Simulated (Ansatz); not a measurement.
Sb2Os: input and output

input.yaml (Ansatz 0.2.0)

```yaml
crystal:
  lattice:
    - [5.93131206, 0.0, 0.0]
    - [0.0, 6.6762827, 0.0]
    - [0.0, 0.0, 3.20561006]
  atoms:
    - { symbol: Os, position: [0.0, 0.0, 0.0] }
    - { symbol: Os, position: [0.5, 0.5, 0.5] }
    - { symbol: Sb, position: [0.1848, 0.3596, 0.0] }
    - { symbol: Sb, position: [0.8152, 0.6404, 0.0] }
    - { symbol: Sb, position: [0.6848, 0.1404, 0.5] }
    - { symbol: Sb, position: [0.3152, 0.8596, 0.5] }
  symmetry: { tolerance: 0.0003 }
kpoints:
  mp_grid: { grid: [6, 5, 10], shift: [0, 0, 0] }
  band_path:
    path:
      - [0.0, 0.0, 0.0]
      - [0.5, 0.0, 0.0]
      - [0.5, 0.5, 0.0]
      - [0.0, 0.5, 0.0]
      - [0.0, 0.0, 0.0]
      - [0.0, 0.0, 0.5]
      - [0.5, 0.0, 0.5]
      - [0.5, 0.5, 0.5]
      - [0.0, 0.5, 0.5]
      - [0.0, 0.0, 0.5]
      - [0.5, 0.0, 0.0]
    npoints: 6
magnetization:
  spin_polarized: false
scf:
  occupations: { method: fermi_dirac }
  lower_state_search: "off"
  max_iter: 200
hamiltonian:
  pseudopotentials: { kind: paw }
  xc: r2scan
basis:
  ecutwfc: 500
  fft_grid_basis: typed
output:
  forces: true
  stress: true
  eigenvalues: true
  bader: true
  populations: true
  elf: true
  write_potential: true
  volumetric_format: npy
  dos:
    e_range: [-12, 8]
    de: 0.05
    projected: { site_lists: { Os: [Os], Sb: [Sb] } }
checkpoint:
  read: saved_state
```

The saved state is an earlier solution for the same cell, perhaps on another mesh. 

Parts of the output:

```
Pseudopotentials: kind: paw
Pseudopotential: Os, paw, valence charge 16, recommended cutoff 500 eV (meta_gga), Os.paw.azcp
Pseudopotential: Sb, paw, valence charge 15, recommended cutoff 500 eV (meta_gga), Sb.paw.azcp
Functional definition: r2SCAN
  exchange = r2scan_x(k0 = k0, k1 = k1, a1 = a1)
  correlation = r2scan_c
Crystal: 6 atoms, lattice volume = 126.939 Å³
Basis set: ecut = 500 eV, 3211 PW (Γ), exchange–correlation on 180×200×96 points (64 copies of the dense FFT grid, shifted against one another)
Bands: 56, of which v1, the nominal top of the filled ones, is band 46 counted from 1 (45 counted from 0)
Symmetry: 8 space group operations
Space group: Pnnm (ITA 58), of the structure as read, at distance tolerance 1.5e-3 Å
k-points: 72 of 300
Initial density: read from a saved state, or passed on in memory by an earlier SCF of this step, an earlier step, the calling program or the single point that the run made first
Functional: x = r2scan, c = r2scan; τ floored in thin density (d = 2e-4 eV/Å³)
SCF iter   1: F=-48792.0741 eV  Δρ=8.45e-4  dr2=4.42e-4  dr2_τ=5.06e-3
SCF iter   2: F=-48792.0752 eV  Δρ=4.49e-4  dr2=1.29e-4  dr2_τ=7.26e-5
SCF iter   3: F=-48792.0752 eV  Δρ=7.60e-5  dr2=6.32e-6  dr2_τ=1.96e-6
SCF iter   4: F=-48792.0752 eV  Δρ=2.30e-5  dr2=6.70e-7  dr2_τ=1.06e-7
SCF iter   5: F=-48792.0752 eV  Δρ=1.19e-5  dr2=3.13e-7  dr2_τ=5.70e-8
SCF iter   6: F=-48792.0752 eV  Δρ=2.73e-6  dr2=9.39e-9  dr2_τ=2.21e-9
Free energy (F): -48792.0752 eV
Harris-Foulkes:  -48792.0752 eV  (|F-HF|=2.94e-9)
Internal energy: -48792.0698 eV  (E = F + TS)
E sigma→0 (E₀):  -48792.0725 eV
Entropy (-TS):   -0.0053 eV (-0.891 meV/atom)
Fermi energy:    15.2768 eV
--- Forces (eV/Å), atoms counted from 1 ---
  atom   1  Os     0.0000     0.0000     0.0000
  atom   2  Os     0.0000     0.0000     0.0000
  atom   3  Sb    -0.4100    -0.1194     0.0000
  atom   4  Sb     0.4100     0.1194     0.0000
  atom   5  Sb    -0.4100     0.1194     0.0000
  atom   6  Sb     0.4100    -0.1194     0.0000
--- Stress (GPa, compression-positive) ---
        4.6291       0.0000       0.0000
        0.0000       2.9402       0.0000
        0.0000       0.0000       4.6197
  P = ⅓ Tr σ = 4.0630 GPa (40.630 kbar)
--- Bader charges: 6 sites ---
  site symbol  charge [e]  shift [e]
     0     Os     -0.6014     0.0022
     1     Os     -0.6015     0.0022
     2     Sb      0.3007     0.0011
     3     Sb      0.3007     0.0011
     4     Sb      0.3007     0.0011
     5     Sb      0.3007     0.0011
```

Origin: a database entry at a rescaled volume.
